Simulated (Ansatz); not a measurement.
### Question
Each is relaxed and computed with DFT-HSE06 in the program Ansatz with PAW potentials. Which alone has a direct gap?
A) AgI, rock salt
B) BaS, rock salt
C) KI, rock salt
D) AgBr, rock salt

### Answer
C, KI, rock salt. KI: gap 4.88 eV (direct); AgI: gap 1.86 eV (indirect); BaS: gap 3.13 eV (indirect); AgBr: gap 2.04 eV (indirect). Not the usual ambient phase: AgI, rock salt. All cells were relaxed under the symmetry of their starts (and spin orders); stability against distortions was not tested throughout. Rows with no word on spin ran without spin polarisation. Spin–orbit coupling is left out wherever it is not named.

Potentials: the later of the program's two PAW sets.
